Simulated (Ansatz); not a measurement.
## Barrier materials for tunnel junctions

A short materials screen. For a tunnel junction or a leaky gate film, the slowest evanescent state at the electrodes' Fermi level sets the resistance.

The yardstick is sapphire. The Fermi level is put at mid-gap. Of the planes computed for each crystal, the one with the slowest decay is listed. Wanted: the thickness for 6 decades of attenuation, and how many decades a 1.0 nm film gains over the reference.

Where the numbers come from (Ansatz, a plane-wave PAW program): plane, in the cell as filed, gap, decay constant k, slowest state: r²SCAN, complex band structure, on cells taken as filed or relaxed beforehand.

Working rules: decades per nm = 2k × 10 Å/ln 10 = 8.686 k; thickness = 6/(decades per nm); extra decades of a 1.0 nm film = 1.0 × (row − reference).

```
crystal                        plane, in the cell as filed  gap on the mesh (eV)  k at mid-gap (1/Å)  planes computed  slowest state  decades per nm  thickness (nm)  decades beyond the reference
-----------------------------  ---------------------------  --------------------  ------------------  ---------------  -------------  --------------  --------------  ----------------------------
K2NaScF6 (Fm-3m, cF40)                               (001)                  7.59               0.576                1           at Γ           5.003            1.20                           1.6
ZnPdF6 (R-3, hR8)                                    (100)                  2.15               0.472                2          off Γ           4.100            1.46                           0.7
sapphire (α-Al2O3), reference                        (001)                  6.77               0.391                3           at Γ           3.396            1.77                           0.0
Rb2KRhF6 (Fm-3m, cF40)                               (111)                  2.62               0.541                1           at Γ           4.699            1.28                           1.3
```

Whether these are the forms stable at ambient conditions was not checked: K2NaScF6 (Fm-3m, cF40); ZnPdF6 (R-3, hR8); Rb2KRhF6 (Fm-3m, cF40). Cells under pressure at the level used (negative: too large): K2NaScF6 (Fm-3m, cF40) −3 GPa, sapphire −7 GPa, Rb2KRhF6 (Fm-3m, cF40) −3 GPa. Spin–orbit coupling is left out unless named; in separate runs it moves the gap by Rb2KRhF6 (Fm-3m, cF40) −0.11 eV (r²SCAN); no shift is given for ZnPdF6 (R-3, hR8).

Arithmetic for K2NaScF6 (Fm-3m, cF40):

1. decades per nm: 8.686 × 0.576 = 5.003
2. thickness: 6/5.003 = 1.20 nm
3. decades beyond the reference: 1.0 × (5.003 − 3.396) = 1.6

Ranking by decades per nm, highest first: K2NaScF6 (Fm-3m, cF40) (5.003 ± 0.30) ≈ Rb2KRhF6 (Fm-3m, cF40) (4.699 ± 0.28), ZnPdF6 (R-3, hR8) (4.100 ± 0.25), sapphire (3.396 ± 0.20). The ± follows from allowances picked for this note (decay constant k 6 %), carried to first order and added in quadrature; ≈ joins neighbours closer than their two ± added in quadrature. 3 of the 3 others clearly beat the reference on this figure.

The gaps are the functional's own, as a rule smaller than measured ones, and k shrinks with them; planes not computed could decay more slowly; interface matching and symmetry filtering by the electrodes are not included. Where several phases of a formula are at hand, those over 0.1 eV/atom above the lowest were not drawn (by r²SCAN where it compared them, else by the largest value; a layered or molecular lowest phase counts only with a dispersion term); other phases could lie lower still. Crystals of Pb, Bi, Tl or Hg, those whose gap spin–orbit coupling moves by over 0.3 eV, and those of Te, I or Sb with no such test at hand were not drawn. Rows were sampled with a lean to familiar crystals, related or not, whatever their agreement with measurement; tables with many equal figures were not kept. Limits of the draw: gap over 1 eV, no layered crystals, primitive or conventional cells alone; no unfamiliar magnets, and cubic perovskites only if shown or known to be stable. As a rule kept out of such tables: 4f compounds, open-shell compounds run without a Hubbard term, cells found unstable in the tests at hand, cells close to a higher symmetry, and runs set to a pressure or over 12 % in volume from the crystal's fullest run.
